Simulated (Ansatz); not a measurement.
The relaxed structure here is a generated cell of Co: the first start was made by placing the elements on the sites of a structure type, and the end was not matched to a known phase here, so it may be hypothetical. Known forms of Co include space group No. 194.

A relaxed cell of Co (Pm-3n (No. 223)), relaxed on a k-mesh at least as fine as the one used below. All values below come from r2SCAN (plane waves to 500 eV, PAW, scalar-relativistic; Ansatz, a first-principles code). Γ-centred k-mesh 7×7×7 on the run's cell (coarser than for final values), Fermi–Dirac smearing 0.05 eV.

```
Co
1.0
    4.43872     0.00000     0.00000
    0.00000     4.43872     0.00000
    0.00000     0.00000     4.43872
Co
8
Direct
  0.25000   0.00000   0.50000
  0.75000   0.00000   0.50000
  0.00000   0.50000   0.25000
  0.00000   0.50000   0.75000
  0.50000   0.25000   0.00000
  0.50000   0.75000   0.00000
  0.00000   0.00000   0.00000
  0.50000   0.50000   0.50000
```
Spin-polarised start, with parallel moments on Co.

The atoms are displaced by (Å):

```
atom      ux      uy      uz
----  ------  ------  ------
Co1    0.128  -0.078   0.157
Co2    0.033   0.027   0.092
Co3   -0.086  -0.083  -0.019
Co4    0.141  -0.100  -0.008
Co5   -0.081  -0.023   0.158
Co6    0.024   0.047   0.098
Co7    0.039   0.091   0.067
Co8    0.040  -0.017   0.136
```

Task: What forces (eV/Å) and pressure result?

Result: 
| atom | Fx | Fy | Fz |
|---|---|---|---|
| Co1 | -1.61 | 0.11 | -0.50 |
| Co2 | 1.29 | -0.26 | 0.03 |
| Co3 | 0.35 | 0.93 | 0.64 |
| Co4 | -0.62 | 0.74 | 0.10 |
| Co5 | 0.63 | 1.10 | -0.11 |
| Co6 | 0.25 | -1.13 | 0.10 |
| Co7 | -0.50 | -1.45 | 0.08 |
| Co8 | 0.21 | -0.04 | -0.35 |

Pressure +3.2 GPa.

Task: Estimate the energy cost of the displacement in the harmonic approximation and compare with the calculation.

Result: For a harmonic well ΔE = −½ Σ F·u = 0.426 eV a cell, or 53 meV/atom. The calculated energy relative to the undisplaced cell is +0.05 eV/atom, so the harmonic estimate holds well.

Spin state reached: ferromagnetic (net 1.86 μB/atom), from parallel starting moments; other spin orders were not run from this start. r2SCAN tends to overstate moments in metals.

The run that gave the undisplaced cell could not lose the symmetry of its start; a randomly shaken copy of 8 atoms returns to this structure.
